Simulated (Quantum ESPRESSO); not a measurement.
Mg$_{3}$ScTa$_{2}$SnMo (simulated cell) (calculated)

Calculation on a made-up metal alloy cell, not a measurement: no spin or spin-orbit, unrelaxed, 2900 K smearing, stress positive in tension, cell energy less fitted offsets; periodic Kohn-Sham density functional theory in plane waves with PseudoDojo standard norm-conserving scalar-relativistic pseudopotentials, each functional with its own files (v0.5 for PBE, v0.4.1 for LDA and PBEsol), eight atoms on drawn sites of a strained close-packed or body-centred lattice, each displaced and held fixed; the energy is the cell's free energy, ions and the entropy term -TS included, at the stated Fermi-Dirac width, less a fixed offset for each atom's element (shifted free energy); compositions with an open d shell lost a parallel starting moment in a cheaper test run, and other magnetic orders were not tried; an error bar is the largest change of its kind in a tighter rerun, never given below 0.002 eV, 0.02 GPa or 0.003 eV/angstrom, and covers cutoff and k-mesh only, not smearing or the files. Program: Quantum ESPRESSO 7.5.

Mg$_{3}$ScTa$_{2}$SnMo (simulated cell)

```
CELL_PARAMETERS angstrom
0.00000 0.00000 -4.85570
0.00000 5.29680 0.00000
6.11620 0.00000 0.00000
ATOMIC_POSITIONS crystal
Ta 0.98410 0.99668 0.98126
Mg 0.99767 0.96098 0.50991
Sn 0.02020 0.47663 0.27102
Mg 0.99117 0.52030 0.76443
Mg 0.51581 0.33549 0.99187
Sc 0.46255 0.32999 0.50639
Mo 0.49208 0.82910 0.24110
Ta 0.51523 0.84527 0.75501
```

```
lattice type             : hexagonal close-packed
functional               : pbe
cutoff                   : 1143 eV
fermi dirac smearing     : 0.25 eV
electrons removed        : 0
run command              : mpirun -np 4 pw.x -nk 4 -in in
run processor            : Intel Xeon, 2023 or later, virtual cores
k mesh                   : 5 x 5 x 4 shifted half a step off Gamma on each axis
entropy term negative ts : -1.441 eV
pressure                 : 0.79 GPa
stress xx                : 3.14 GPa
stress yy                : -3.52 GPa
stress zz                : -1.99 GPa
stress yz                : -1.15 GPa
stress xz                : 0.39 GPa
stress xy                : -0.01391 GPa
shifted free energy      : 0.718 eV
```

Atoms:
| atoms element | atom site | atom energy offset (eV) |
| --- | --- | --- |
| Ta | 1 | -1771.44 |
| Mg | 2 | -1616.19 |
| Sn | 3 | -2144.16 |
| Mg | 4 | -1616.19 |
| Mg | 5 | -1616.19 |
| Sc | 6 | -1317.21 |
| Mo | 7 | -1911.95 |
| Ta | 8 | -1771.44 |

Forces:
| site | x (eV/Å) | y (eV/Å) | z (eV/Å) |
| --- | --- | --- | --- |
| 1 | 1.586 | -0.602 | -0.73 |
| 2 | -0.852 | 0.409 | 0.052 |
| 3 | -1.187 | 0.927 | 1.457 |
| 4 | 0.192 | -0.662 | -0.183 |
| 5 | 0.481 | 0.125 | 0.439 |
| 6 | -0.053 | -0.465 | -1.898 |
| 7 | -0.748 | 0.025 | -0.253 |
| 8 | 0.582 | 0.243 | 1.116 |

Notes: the tin pseudopotential is less sure than most, with forces differing by about three percent from a second method on plain tin; heavy elements are run without spin-orbit coupling, which real alloys of them have; a spin test at this wide smearing found no moment, but such smearing suppresses magnetism that the real alloy may have; lattice, volume and sites are drawn at random and may be unstable or far from any real phase; energies are for the whole cell, less offsets fitted to these runs, so they are not formation energies; error bars: energy 0.002 eV, stress 0.033 GPa, force 0.0071 eV/Å, from a tighter rerun of a related cell, whose elements or sites may differ; 13 SCF iterations, 142 s of wall time on a shared machine.
